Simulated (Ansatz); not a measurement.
Start of a relaxation of Na2W5:

```xyz
7
Lattice="4.2125 0.0000 0.0000 0.0000 4.2125 0.0000 0.0000 0.0000 8.4118" Properties=species:S:1:pos:R:3 pbc="T T T"
Na    0.0000    0.0000    4.2059
Na    2.1063    2.1063    0.0000
W     0.0000    0.0000    1.4894
W     0.0000    0.0000    6.9224
W     2.1063    2.1063    2.5558
W     2.1063    2.1063    5.8560
W     2.1063    2.1063    4.2059
```

Method: DFT PBE, scalar-relativistic, plane waves, PAW (Ansatz). Cutoff 420 eV, Gaussian smearing, Γ-centred meshes. Cell and atoms relax first on a coarse mesh and then on a finer one. In between, the cell is made exact in the group found at 0.06 Å. In metals the finer mesh still leaves noise of several meV/atom or more. The steps can't lower the symmetry of their start. No spin polarisation.

A guess keeps its type if space group and coordination stay and the shape of the cell changes little (axis ratios within about 15 %, angles within 6°); the volume may change.

Task: Does it keep its structure type, or change into something else?

Result: It doesn't keep its type. The symmetry stays P4/mmm (No. 123). The volume per atom shrinks by 9.2 %, from 21.3 to 19.4 Å³. The shortest distance goes from 1.65 Å (W–W) to 2.44 Å (Na–W). The ratio c/a of the conventional cell changes by a factor of 1.65. Counting neighbours within 15 % of an atom's shortest distance, the start has Na 2/6, W 1/2 and the end Na 4/14, W 4/5/6. In detail, at the end Na on its first site has 4 W at 2.44 Å, 4 Na at 3.45 Å and 10 W at 3.50–3.61 Å; around Na on its second site lie 10 W at 3.18–3.21 Å and 4 Na at 3.45 Å; around W on a site of symmetry 4mm lie 4 W at 2.67 Å, 4 Na at 3.21 Å and 4 W at 3.45 Å; 2 more sites not described.

```
Na W
1.0
     3.44992    0.00000    0.00000
     0.00000    3.44992    0.00000
     0.00000    0.00000   11.38600
Na W
2 5
Direct
  0.00000 0.00000 0.50000
  0.50000 0.50000 0.00000
  0.00000 0.00000 0.18296
  0.00000 0.00000 0.81704
  0.50000 0.50000 0.27912
  0.50000 0.50000 0.72088
  0.50000 0.50000 0.50000
```

The last run used a 12×12×4 mesh (in the run's order of axes) for its 7-atom cell and Gaussian smearing of 0.10 eV. Spin–orbit coupling, which can matter for W, is left out. A structure relaxed within its symmetry needn't be a true minimum.

In counts of neighbours, a slash parts the counts of unlike sites.
